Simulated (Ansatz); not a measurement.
TaNi₃:
```cif
data_Ni6Ta2
_chemical_formula_sum 'Ta2 Ni6'
_space_group_name_H-M_alt 'I4/mmm'
_space_group_IT_number 139
_space_group_name_Hall '-I 4 2'
_cell_length_a 3.59905
_cell_length_b 3.59905
_cell_length_c 7.41485
_cell_angle_alpha 90.000
_cell_angle_beta 90.000
_cell_angle_gamma 90.000
loop_
_atom_site_label
_atom_site_type_symbol
_atom_site_symmetry_multiplicity
_atom_site_Wyckoff_symbol
_atom_site_fract_x
_atom_site_fract_y
_atom_site_fract_z
_atom_site_occupancy
Ta1 Ta 2 a 0.00000 0.00000 0.00000 1
Ni1 Ni 2 b 0.00000 0.00000 0.50000 1
Ni2 Ni 4 d 0.00000 0.50000 0.25000 1
```
(The calculation used a cell of 4 atoms; values per cell refer to that cell.)

Relaxed at zero pressure with the program Ansatz at the r²SCAN level (PAW).

Q: The volume is lowered by 9 % and shape and atoms relax at that volume. What pressure results, and how do the axes share the change?

A: 28.3 GPa; a -3.1 %, b -3.1 %, c -3.2 %; the energy rises by 87 meV/atom.

Q: Give the new structure.

A: 
Space group I4/mmm (No. 139); a = b = 3.4891 Å, c = 7.1793 Å, α = β = γ = 90.00°

```json
[
 {"atom": "Ta", "site": "2a", "symmetry": "4/mmm", "x": "0.0000", "y": "0.0000", "z": "0.0000"},
 {"atom": "Ni", "site": "2b", "symmetry": "4/mmm", "x": "0.0000", "y": "0.0000", "z": "0.5000"},
 {"atom": "Ni", "site": "4d", "symmetry": "-4m2", "x": "0.0000", "y": "0.5000", "z": "0.2500"}
]
```

The phase is kept; no other phase was compared at this pressure.

The workflow started from a Materials Project entry (that database holds measured and hypothetical structures alike); the Crystallography Open Database files this formula in space group No. 139, but the cells were not matched. Whether it is the stable phase at ambient conditions was not checked. Symmetry was held in the r²SCAN relaxation; its stability against distortions is not shown here. No spin polarisation was allowed. Axis ratios of metals converge slowly with the k-mesh, so a and c are less sure than the volume. Scalar-relativistic: spin–orbit coupling is off unless named, which matters more the heavier the elements.

Potentials: the later of the program's two PAW sets.
